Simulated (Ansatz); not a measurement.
Here is the system:

GaP:
```
GaP
1.0
    3.59909     0.00000     0.00000
    0.00000     3.59909     0.00000
    0.00000     0.00000     6.43364
Ga P
2 2
Direct
  0.00000   0.50000   0.00000
  0.50000   0.00000   0.50000
  0.00000   0.00000   0.25000
  0.00000   0.00000   0.75000
```

This is the r²SCAN-relaxed structure.

All from DFT-r²SCAN in the program Ansatz with PAW potentials, unless another level is named. Predict the electronic character.

metallic (no gap).

Next, the density of states at the Fermi level?

0.45 states/eV per atom (mean over ±0.08 eV).

Give the formation energy from the elements (no fitted shifts).

0.21 eV/atom.

Space group P4_2/mmc. A made-up cell: these elements were put on the sites of a structure type; neither database checked (COD, Materials Project) lists it. It is not the phase usual at ambient conditions (space group No. 216). The cell was relaxed with r²SCAN under the symmetry of its start; its stability against distortions is not shown here. The references are the lowest solids computed at this level, not always the standard phases. Spin–orbit coupling is left out wherever it is not named.

Potentials: the later of the program's two PAW sets.
